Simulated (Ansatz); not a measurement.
Given:

GaSiGeN:
```cif
data_Ga3Ge3N3Si3
_chemical_formula_sum 'Ga3 N3 Ge3 Si3'
_space_group_name_H-M_alt 'R3m :H'
_space_group_IT_number 160
_space_group_name_Hall 'R 3 -2"'
_cell_length_a 3.54879
_cell_length_b 3.54879
_cell_length_c 18.24033
_cell_angle_alpha 90.000
_cell_angle_beta 90.000
_cell_angle_gamma 120.000
loop_
_atom_site_label
_atom_site_type_symbol
_atom_site_symmetry_multiplicity
_atom_site_Wyckoff_symbol
_atom_site_fract_x
_atom_site_fract_y
_atom_site_fract_z
_atom_site_occupancy
Ga1 Ga 3 a 0.00000 0.00000 0.98326 1
N1 N 3 a 0.00000 0.00000 0.87537 1
Ge1 Ge 3 a 0.00000 0.00000 0.51171 1
Si1 Si 3 a 0.00000 0.00000 0.37963 1
```
(The calculation used a cell of 4 atoms; values per cell refer to that cell.)

This is the PBEsol-relaxed structure.

Task: All from the program Ansatz at the PBEsol level (PAW), unless another level is named. Predict the electronic character.

Result: metallic (no gap).

Task: And the density of states at the Fermi level?

Result: 0.42 states/eV per atom (mean over ±0.08 eV).

Task: And the formation energy from the elements (no fitted shifts)?

Result: 0.38 eV/atom.

The start of the workflow was typed in or built on a structure type; neither database checked (COD, Materials Project) lists it. Its standing as an ambient phase is unchecked. The PBEsol relaxation kept the symmetry of its start; its stability against distortions is not shown here. Its formation energy is positive at this level, so the cell may be metastable or incomplete. The references are the lowest solids computed at this level, not always the standard phases (solids in place of the gases). Spin–orbit coupling is left out wherever it is not named.

Potentials: the earlier of the program's two PAW sets. The files were generated under PBE; for other functionals the program regenerates the frozen cores, and for LDA and PBEsol the local potential too.
